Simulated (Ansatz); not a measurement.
Run on TaN (rocksalt type): DFT, PBE, all-electron PAW with datasets made for the crystal, scalar-relativistic (Ansatz 0.2.0). This run: the series' base cell.

The cell comes from a relaxation on PAW files under the same functional, begun from a prototype that needn't be the stable phase.

Command: `ansatz run input.yaml --threads 1 --pin off --max-ram 2048MiB --backend cpu --events-out ev --progress --plain --runs-dir out` It took 22 s on 1 thread of Arm Neoverse V1, with other jobs on the host, peak memory 0.65 GiB.

```yaml
crystal:
  lattice:
    - [0.0, 2.2085116747, 2.2085116747]
    - [2.2085116747, 0.0, 2.2085116747]
    - [2.2085116747, 2.2085116747, 0.0]
  atoms:
    - { symbol: Ta, position: [0.0, 0.0, 0.0] }
    - { symbol: "N", position: [0.5, 0.5, 0.5] }
kpoints:
  mp_grid: { grid: [15, 15, 15] }
scf:
  occupations: { method: fermi_dirac, width: 0.08 }
hamiltonian:
  xc: pbe
  pseudopotentials: { kind: all_electron, datasets: crystal }
output:
  forces: true
  stress: true
  eigenvalues: true
```

Output:

```
hamiltonian.pseudopotentials.datasets: crystal makes datasets for this crystal and solves the spheres of its atoms anew in each pass: cutoff 480.0 eV, the density's 1920.0 eV; for an error of 0.50 meV an atom under PBE, 1.0 meV for the cell; an energy difference from a run of another recipe may be off by several times the error for the cell, under r2SCAN by more, where some 0.1 meV an atom stays at smaller errors; N in spheres of 0.905 Å, 5 of its electrons in bands; Ta in spheres of 1.296 Å, 27 of its electrons in bands
band count auto-derived: 22 (N_el = 32.0; filled up to band 16; 20 by the electrons, moments and atoms)
Engine: ansatz 0.2.0
Pseudopotentials: kind: all_electron
Pseudopotential: Ta, paw, valence charge 27, recommended cutoff 480 eV (normal), crystal/all_electron/pbe/scalar/gaussian/Ta, Koelling and Harmon's equation, gaussian nucleus
Pseudopotential: N, paw, valence charge 5, recommended cutoff 480 eV (normal), crystal/all_electron/pbe/scalar/gaussian/N, Koelling and Harmon's equation, gaussian nucleus
Functional definition: PBE
  parameter kappa = 0.804
  parameter beta = 0.06672455060314922
  exchange = pbe_x(kappa = kappa, mu = beta*pi^2/3)
  correlation = pbe_c(beta = beta)
Crystal: 2 atoms, lattice volume = 21.544 Å³
Basis set: ecut = 480 eV, 531 PW (Γ), exchange–correlation on 48×48×48 points (8 copies of the dense FFT grid, shifted against one another)
Bands: 22, of which v1, the nominal top of the filled ones, is band 16 counted from 1 (15 counted from 0)
Symmetry: 48 space group operations
Space group: Fm-3m (ITA 225), of the structure as read, at distance tolerance 2.8e-5 Å
k-points: 120 of 3375
Non-local potential: Ta, projectors of the file, l = 0: 2, l = 1: 2, l = 2: 1, l = 3: 2
Non-local potential: N, projectors of the file, l = 0: 1, l = 1: 1
PAW form: soft (Blöchl's): semilocal exchange-correlation on the pseudo side does not see the compensation charge
PAW one-centre angular grid: Ta, 590 points (default); XC on its mesh's 1803 points in the sphere
PAW one-centre angular grid: N, 110 points (default); XC on its mesh's 1923 points in the sphere
Initial density: superposition of atomic densities (neutral atoms: chi_scale 0, normalization atom)
Initial wavefunctions: pseudopotential atomic-orbital guess
Functional: x = pbe(κ = 0.804, μ = 0.2195149727645171), c = pbe(β = 0.06672455060314922)
iter 1 solved again at ethr=3.54e-2 eV; its pass at ethr=1.00e-1 eV (dr2=1.13e1 eV) is discarded
SCF iter   1: F=—  HF=-426063.835066 eV  |F-HF|=—  |Δ(HF+E_count)|=         —  Δρ=2.01e-1  dr2=1.10e1  ethr=3.54e-2  ⟨swp⟩=2.0  Hψ=13354  notcnv=0
preconditioner: auto → Kerker (q_TF=auto, 2.914 Å⁻¹)  [metal: Δε(μ)=0.059 eV  Ē_g=24.053 eV  σ=0.080 eV  W_gap=0.18  n_scr=14 (ndim 8)  ℏωp=43.8 eV  f_vac=0.000  D(μ)=0.69/eV (n_scr^D=0)]
SCF iter   2: F=—  HF=-426061.364020 eV  |F-HF|=—  |Δ(HF+E_count)|=    2.47e0  Δρ=7.16e-2  dr2=1.53e0  ethr=3.42e-2  ⟨swp⟩=2.6  Hψ=5410  notcnv=0
SCF iter   3: F=—  HF=-426060.911364 eV  |F-HF|=—  |Δ(HF+E_count)|=   4.53e-1  Δρ=3.51e-2  dr2=1.73e-1  ethr=4.78e-3  ⟨swp⟩=3.0  Hψ=5743  notcnv=0
SCF iter   4: F=—  HF=-426060.897973 eV  |F-HF|=—  |Δ(HF+E_count)|=   1.34e-2  Δρ=1.66e-2  dr2=2.76e-2  ethr=5.39e-4  ⟨swp⟩=3.0  Hψ=5748  notcnv=0
iter 5 solved again at ethr=4.65e-6 eV; its pass at ethr=8.64e-5 eV (dr2=1.49e-3 eV) is discarded
SCF iter   5: F=—  HF=-426060.904706 eV  |F-HF|=—  |Δ(HF+E_count)|=   6.73e-3  Δρ=3.72e-3  dr2=1.48e-3  ethr=4.65e-6  ⟨swp⟩=2.0  Hψ=11760  notcnv=0
SCF iter   6: F=—  HF=-426060.904169 eV  |F-HF|=—  |Δ(HF+E_count)|=   5.37e-4  Δρ=1.04e-3  dr2=1.38e-4  ethr=4.64e-6  ⟨swp⟩=3.0  Hψ=6024  notcnv=0
SCF iter   7: F=—  HF=-426060.905083 eV  |F-HF|=—  |Δ(HF+E_count)|=   9.14e-4  Δρ=2.51e-4  dr2=7.32e-6  ethr=4.30e-7  ⟨swp⟩=3.0  Hψ=6583  notcnv=0
SCF iter   8: F=—  HF=-426060.905057 eV  |F-HF|=—  |Δ(HF+E_count)|=   2.60e-5  Δρ=8.27e-5  dr2=1.66e-6  ethr=2.29e-8  ⟨swp⟩=2.0  Hψ=4624  notcnv=0
SCF iter   9: F=—  HF=-426060.905057 eV  |F-HF|=—  |Δ(HF+E_count)|=   1.19e-7  Δρ=1.12e-5  dr2=1.67e-8  ethr=5.19e-9  ⟨swp⟩=2.9  Hψ=4962  notcnv=0
SCF iter  10: F=-426060.905057 eV  HF=-426060.905057 eV  |F-HF|=1.98e-9  |Δ(HF+E_count)|=   1.80e-9  Δρ=2.77e-6  dr2=1.19e-9  ethr=5.21e-11  ⟨swp⟩=3.0  Hψ=5649  notcnv=0
SCF 1 converged in 10 iterations: F = -426060.905058 eV  dr2 = 1.19e-9
  Residual-converged pass: ⟨swp⟩=2.1  Hψ=3570  notcnv=0  max |occ|·‖R‖ = 5.2e-6 eV (tolerance 5.3e-6 eV)  dr2=1.18e-9  dr2_onsite=9.25e-9  max |Δocc| = 1.4e-10
  greatest PAW one-centre occupation: 1.000 electrons in one spin orbital (limit 2), on the Ta atom at site 0 (counted from 0), in its partial waves of l = 3
SCF converged after 10 iterations
Free energy (F): -426060.905058 eV
Harris-Foulkes:  -426060.905058 eV  (|F-HF|=1.98e-9)
Internal energy: -426060.889433 eV  (E = F + TS)
E sigma→0 (E₀):  -426060.897246 eV
Entropy (-TS):   -0.015624 eV (-7.812 meV/atom)
Past the cutoff: the bands carry plane waves up to 1.75 times it, of which those up to 1.5 times it add -0.000264 eV an atom, each by itself; the spheres take 0.000167 eV an atom off the energy for waves past 1.75 times it
By the cutoff:   a pressure is off by up to 0.007 GPa (1.2 times the spheres' own share and the shells' term, over an atom's volume, and 0.004 GPa: a bound that held against runs at twice the plane waves)
Past the cutoffs: a stress includes 0.0013 GPa for waves and charges beyond them, in addition to the slope of what the spheres take
In the spheres:  the bands' charges fall short by 6.2e-7 e at most (sound up to 1e-3)
Fermi energy:    26.609147 eV
--- Per-component energies (eV) ---
  E_band       = 119.802183
  E_kinetic    = 434.651321
  E_local      = -4157.890063  (includes V_loc(G=0)·N_el)
  E_nonlocal   = -2237.200358
  E_hartree    = 2148.914898
  E_xc         = -160.549779
  E_vxc        = -209.281020  (∫ρ·V_xc dr)
  E_paw        = -434194.809992  (= ΣΔE_a)
  E_vpaw       = -16228.843757  (= ΣTr[D̂ρ^β])
  E_ewald      = -6114.542052
  E_smearing   = -0.015624  (= −TS)
  E_closure    = 18220.536592  (closes the sum)
  Σ components = -426060.905058   (vs F -426060.905058, Δ=0.00e0)
  The terms above E_closure are by the made datasets' own strengths, without shells solved beside the bands.
--- Forces (eV/Å), atoms counted from 1 ---
  atom   1  Ta    -0.00000000     0.00000000     0.00000000
  atom   2  N      0.00000000    -0.00000000     0.00000000
  max |Σ_I F_I| component: 1.25e-29 eV/Å
--- Stress (GPa, compression-positive) ---
        0.154059       0.000000       0.000000
        0.000000       0.154059       0.000000
        0.000000       0.000000       0.154059
  P = ⅓ Tr σ = 0.1541 GPa (1.541 kbar)
--- Band table (eV; the first three rows and the last of 120) ---
  k-point 0: bands = ["-42.8809", "-9.1362", "-9.1362", "-9.1362", "5.3307", "5.3307", "5.3307", "5.3696", "5.4004", "5.4004", "5.4004", "7.8695", "22.8289", "22.8289", "22.8289", "24.5476", "24.5476", "24.5476", "26.6848", "26.6848", "28.0042"]
  k-point 1: bands = ["-42.8786", "-9.1741", "-9.1397", "-9.1397", "5.3286", "5.3322", "5.3322", "5.3708", "5.3988", "5.3988", "5.4005", "7.9757", "22.2658", "22.4570", "22.4570", "24.7212", "24.7212", "24.7885", "27.1154", "27.1154", "28.3361"]
  k-point 2: bands = ["-42.8722", "-9.2797", "-9.1494", "-9.1494", "5.3231", "5.3365", "5.3365", "5.3741", "5.3942", "5.3942", "5.4007", "8.2812", "21.1494", "21.7058", "21.7058", "25.1243", "25.1243", "25.1334", "28.1456", "28.1456", "29.1626"]
  k-point 119: bands = ["-42.8110", "-9.6398", "-9.6118", "-9.4176", "5.3429", "5.3594", "5.3603", "5.3656", "5.3663", "5.3701", "5.4065", "9.7795", "19.1382", "19.8600", "19.9414", "26.0655", "26.8080", "30.0572", "30.6301", "31.1499", "36.2957"]
```

Next run (volume at 0.8 of the series' base cell), as changes to the input before:

```diff
   lattice:
-    - [0.0, 2.2085116747, 2.2085116747]
-    - [2.2085116747, 0.0, 2.2085116747]
-    - [2.2085116747, 2.2085116747, 0.0]
+    - [0.0, 2.0502006256, 2.0502006256]
+    - [2.0502006256, 0.0, 2.0502006256]
+    - [2.0502006256, 2.0502006256, 0.0]
   atoms:
```

Results part of the output:

```
SCF 1 converged in 9 iterations: F = -426059.591029 eV  dr2 = 4.38e-10
  Residual-converged pass: ⟨swp⟩=2.0  Hψ=4372  notcnv=0  max |occ|·‖R‖ = 5.1e-6 eV (tolerance 5.3e-6 eV)  dr2=4.29e-10  dr2_onsite=7.96e-9  max |Δocc| = 8.5e-10
  greatest PAW one-centre occupation: 0.998 electrons in one spin orbital (limit 2), on the Ta atom at site 0 (counted from 0), in its partial waves of l = 3
SCF converged after 9 iterations
Free energy (F): -426059.591029 eV
Harris-Foulkes:  -426059.591029 eV  (|F-HF|=4.66e-10)
Internal energy: -426059.580247 eV  (E = F + TS)
E sigma→0 (E₀):  -426059.585638 eV
Entropy (-TS):   -0.010781 eV (-5.391 meV/atom)
Past the cutoff: the bands carry plane waves up to 1.75 times it, of which those up to 1.5 times it add -0.000326 eV an atom, each by itself; the spheres take 0.000138 eV an atom off the energy for waves past 1.75 times it
By the cutoff:   a pressure is off by up to 0.007 GPa (1.2 times the spheres' own share and the shells' term, over an atom's volume, and 0.004 GPa: a bound that held against runs at twice the plane waves)
Past the cutoffs: a stress includes 0.0025 GPa for waves and charges beyond them, in addition to the slope of what the spheres take
In the spheres:  the bands' charges fall short by 2.7e-7 e at most (sound up to 1e-3)
Fermi energy:    33.541931 eV
--- Per-component energies (eV) ---
  E_band       = 338.668622
  E_kinetic    = 556.512151
  E_local      = -4082.680947  (includes V_loc(G=0)·N_el)
  E_nonlocal   = -1673.387165
  E_hartree    = 2125.595605
  E_xc         = -208.014863
  E_vxc        = -271.283635  (∫ρ·V_xc dr)
  E_paw        = -433766.217874  (= ΣΔE_a)
  E_vpaw       = -16016.987889  (= ΣTr[D̂ρ^β])
  E_ewald      = -6586.690755
  E_smearing   = -0.010781  (= −TS)
  E_closure    = 17575.303600  (closes the sum)
  Σ components = -426059.591029   (vs F -426059.591029, Δ=0.00e0)
  The terms above E_closure are by the made datasets' own strengths, without shells solved beside the bands.
--- Forces (eV/Å), atoms counted from 1 ---
  atom   1  Ta    -0.00000000     0.00000000    -0.00000000
  atom   2  N      0.00000000    -0.00000000    -0.00000000
  max |Σ_I F_I| component: 9.86e-30 eV/Å
--- Stress (GPa, compression-positive) ---
      118.931481      -0.000000       0.000000
       -0.000000     118.931481      -0.000000
        0.000000      -0.000000     118.931481
  P = ⅓ Tr σ = 118.9315 GPa (1189.315 kbar)
--- Band table (eV; the first three rows and the last of 120) ---
  k-point 0: bands = ["-35.7250", "-1.8262", "-1.8262", "-1.8262", "12.7093", "12.7093", "12.7093", "12.7633", "12.8552", "12.8552", "12.8552", "12.9876", "29.1696", "29.1696", "29.1696", "30.7768", "30.7768", "30.7768", "33.6588", "33.6588", "37.0780"]
  k-point 1: bands = ["-35.7185", "-1.9170", "-1.8329", "-1.8329", "12.6889", "12.7129", "12.7129", "12.7659", "12.8516", "12.8516", "12.8554", "13.1726", "28.4872", "28.6492", "28.6492", "31.0144", "31.0144", "31.1475", "34.2506", "34.2506", "37.3857"]
  k-point 2: bands = ["-35.7000", "-2.1661", "-1.8519", "-1.8519", "12.6664", "12.7232", "12.7232", "12.7734", "12.8416", "12.8416", "12.8558", "13.6613", "27.2032", "27.6492", "27.6492", "31.5433", "31.5433", "31.6598", "35.6311", "35.6311", "38.1807"]
  k-point 119: bands = ["-35.5227", "-2.9305", "-2.8735", "-2.4552", "12.7093", "12.7713", "12.7760", "12.7830", "12.7885", "12.7918", "12.8485", "15.4008", "24.6721", "26.0110", "26.0896", "32.8358", "33.7763", "38.3803", "39.7339", "39.9760", "46.5265"]
```

Next run (volume at 0.72 of the series' base cell), as changes to the input before:

```diff
   lattice:
-    - [0.0, 2.0502006256, 2.0502006256]
-    - [2.0502006256, 0.0, 2.0502006256]
-    - [2.0502006256, 2.0502006256, 0.0]
+    - [0.0, 1.9794469404, 1.9794469404]
+    - [1.9794469404, 0.0, 1.9794469404]
+    - [1.9794469404, 1.9794469404, 0.0]
   atoms:
```

Results part of the output:

```
SCF 1 converged in 9 iterations: F = -426057.814279 eV  dr2 = 1.44e-9
  Residual-converged pass: ⟨swp⟩=2.0  Hψ=2920  notcnv=0  max |occ|·‖R‖ = 5.3e-6 eV (tolerance 5.3e-6 eV)  dr2=1.43e-9  dr2_onsite=2.96e-9  max |Δocc| = 4.1e-11
  greatest PAW one-centre occupation: 0.997 electrons in one spin orbital (limit 2), on the Ta atom at site 0 (counted from 0), in its partial waves of l = 3
SCF converged after 9 iterations
Free energy (F): -426057.814279 eV
Harris-Foulkes:  -426057.814279 eV  (|F-HF|=2.04e-9)
Internal energy: -426057.805180 eV  (E = F + TS)
E sigma→0 (E₀):  -426057.809730 eV
Entropy (-TS):   -0.009100 eV (-4.550 meV/atom)
Past the cutoff: the bands carry plane waves up to 1.75 times it, of which those up to 1.5 times it add -0.000333 eV an atom, each by itself; the spheres take 0.000120 eV an atom off the energy for waves past 1.75 times it
By the cutoff:   a pressure is off by up to 0.007 GPa (1.2 times the spheres' own share and the shells' term, over an atom's volume, and 0.004 GPa: a bound that held against runs at twice the plane waves)
Past the cutoffs: a stress includes 0.0035 GPa for waves and charges beyond them, in addition to the slope of what the spheres take
In the spheres:  the bands' charges fall short by 4.7e-7 e at most (sound up to 1e-3)
Fermi energy:    37.265184 eV
--- Per-component energies (eV) ---
  E_band       = 456.037740
  E_kinetic    = 592.291719
  E_local      = -4127.145597  (includes V_loc(G=0)·N_el)
  E_nonlocal   = -1287.275424
  E_hartree    = 2131.661133
  E_xc         = -219.668953
  E_vxc        = -286.424760  (∫ρ·V_xc dr)
  E_paw        = -433504.959626  (= ΣΔE_a)
  E_vpaw       = -15878.146486  (= ΣTr[D̂ρ^β])
  E_ewald      = -6822.126540
  E_smearing   = -0.009100  (= −TS)
  E_closure    = 17179.418108  (closes the sum)
  Σ components = -426057.814279   (vs F -426057.814279, Δ=0.00e0)
  The terms above E_closure are by the made datasets' own strengths, without shells solved beside the bands.
--- Forces (eV/Å), atoms counted from 1 ---
  atom   1  Ta    -0.00000000     0.00000000    -0.00000000
  atom   2  N      0.00000000     0.00000000     0.00000000
  max |Σ_I F_I| component: 5.78e-30 eV/Å
--- Stress (GPa, compression-positive) ---
      219.206981      -0.000000      -0.000000
       -0.000000     219.206981      -0.000000
       -0.000000      -0.000000     219.206981
  P = ⅓ Tr σ = 219.2070 GPa (2192.070 kbar)
--- Band table (eV; the first three rows and the last of 120) ---
  k-point 0: bands = ["-31.9785", "2.0783", "2.0783", "2.0783", "15.9168", "16.6268", "16.6268", "16.6268", "16.6966", "16.8366", "16.8366", "16.8366", "32.6620", "32.6620", "32.6620", "34.1017", "34.1017", "34.1017", "37.4044", "37.4044", "42.0136"]
  k-point 1: bands = ["-31.9681", "1.9436", "2.0693", "2.0693", "16.1033", "16.6320", "16.6320", "16.6470", "16.7002", "16.8314", "16.8314", "16.8369", "31.8893", "32.0449", "32.0449", "34.3792", "34.3792", "34.5645", "38.0948", "38.0948", "42.3145"]
  k-point 2: bands = ["-31.9386", "1.5791", "2.0441", "2.0441", "16.4405", "16.6470", "16.6470", "16.7109", "16.8170", "16.8170", "16.8375", "16.8869", "30.5161", "30.8982", "30.8982", "34.9760", "34.9760", "35.1671", "39.6779", "39.6779", "43.0983"]
  k-point 119: bands = ["-31.6538", "0.5195", "0.5961", "1.1771", "16.5809", "16.7133", "16.7251", "16.7323", "16.7466", "16.7511", "16.8212", "18.5871", "27.7058", "29.4483", "29.6337", "36.4994", "37.5332", "42.8923", "44.6906", "44.8463", "52.0857"]
```

Next run (volume at 0.55 of the series' base cell), as changes to the input before:

```diff
   lattice:
-    - [0.0, 1.9794469404, 1.9794469404]
-    - [1.9794469404, 0.0, 1.9794469404]
-    - [1.9794469404, 1.9794469404, 0.0]
+    - [0.0, 1.8094805914, 1.8094805914]
+    - [1.8094805914, 0.0, 1.8094805914]
+    - [1.8094805914, 1.8094805914, 0.0]
   atoms:
```

Command: `ansatz run input.yaml --threads 1 --pin off --max-ram 2048MiB --backend cpu --events-out ev --progress --plain --runs-dir out` It took 29 s on 1 thread of Arm Neoverse V1, on a shared host, peak memory 0.71 GiB.

Results part of the output:

```
SCF 1 converged in 11 iterations: F = -426048.291129 eV  dr2 = 1.01e-9
  Residual-converged pass: ⟨swp⟩=2.0  Hψ=4140  notcnv=0  max |occ|·‖R‖ = 5.2e-6 eV (tolerance 5.3e-6 eV)  dr2=1.01e-9  dr2_onsite=1.57e-9  max |Δocc| = 2.5e-10
  greatest PAW one-centre occupation: 0.993 electrons in one spin orbital (limit 2), on the Ta atom at site 0 (counted from 0), in its partial waves of l = 3
SCF converged after 11 iterations
Free energy (F): -426048.291129 eV
Harris-Foulkes:  -426048.291129 eV  (|F-HF|=1.05e-9)
Internal energy: -426048.284561 eV  (E = F + TS)
E sigma→0 (E₀):  -426048.287845 eV
Entropy (-TS):   -0.006568 eV (-3.284 meV/atom)
Past the cutoff: the bands carry plane waves up to 1.75 times it, of which those up to 1.5 times it add -0.000266 eV an atom, each by itself; the spheres take 0.000147 eV an atom off the energy for waves past 1.75 times it
By the cutoff:   a pressure is off by up to 0.009 GPa (1.2 times the spheres' own share and the shells' term, over an atom's volume, and 0.004 GPa: a bound that held against runs at twice the plane waves)
Past the cutoffs: a stress includes 0.0051 GPa for waves and charges beyond them, in addition to the slope of what the spheres take
In the spheres:  the bands' charges fall short by 2.9e-7 e at most (sound up to 1e-3)
Fermi energy:    48.339095 eV
--- Per-component energies (eV) ---
  E_band       = 802.671652
  E_kinetic    = 793.554637
  E_local      = -3967.006155  (includes V_loc(G=0)·N_el)
  E_nonlocal   = -642.729808
  E_hartree    = 2048.032357
  E_xc         = -291.291206
  E_vxc        = -379.019203  (∫ρ·V_xc dr)
  E_paw        = -432952.222754  (= ΣΔE_a)
  E_vpaw       = -15524.506452  (= ΣTr[D̂ρ^β])
  E_ewald      = -7462.935812
  E_smearing   = -0.006568  (= −TS)
  E_closure    = 16426.314181  (closes the sum)
  Σ components = -426048.291129   (vs F -426048.291129, Δ=0.00e0)
  The terms above E_closure are by the made datasets' own strengths, without shells solved beside the bands.
--- Forces (eV/Å), atoms counted from 1 ---
  atom   1  Ta    -0.00000000     0.00000000    -0.00000000
  atom   2  N      0.00000000    -0.00000000    -0.00000000
  max |Σ_I F_I| component: 1.31e-29 eV/Å
--- Stress (GPa, compression-positive) ---
      702.020720       0.000000       0.000000
        0.000000     702.020720      -0.000000
        0.000000       0.000000     702.020720
  P = ⅓ Tr σ = 702.0207 GPa (7020.207 kbar)
--- Band table (eV; the first three rows and the last of 120) ---
  k-point 0: bands = ["-21.3868", "13.5685", "13.5685", "13.5685", "25.4812", "27.9962", "27.9962", "27.9962", "28.1490", "28.5148", "28.5148", "28.5148", "43.3764", "43.3764", "43.3764", "43.9158", "43.9158", "43.9158", "48.5346", "48.5346", "56.7641"]
  k-point 1: bands = ["-21.3563", "13.2297", "13.5514", "13.5514", "25.8558", "27.9971", "28.0073", "28.0073", "28.1571", "28.5017", "28.5017", "28.5152", "42.1748", "42.3785", "42.3785", "44.3536", "44.3536", "44.8199", "49.5710", "49.5710", "57.0550"]
  k-point 2: bands = ["-21.2693", "12.3613", "13.5035", "13.5035", "26.7983", "28.0262", "28.0402", "28.0402", "28.1820", "28.4670", "28.4670", "28.5166", "40.6011", "40.7665", "40.7665", "45.1386", "45.1386", "45.6693", "51.8025", "51.8025", "57.8161"]
  k-point 119: bands = ["-20.3923", "10.1093", "10.2554", "11.4552", "27.3580", "28.1796", "28.2532", "28.2604", "28.3219", "28.3329", "28.4640", "29.1020", "36.9782", "40.2621", "40.8598", "47.5908", "48.8199", "56.4243", "59.3387", "60.0318", "67.8707"]
```

Spin–orbit coupling is left out, which matters for the heavy atoms.
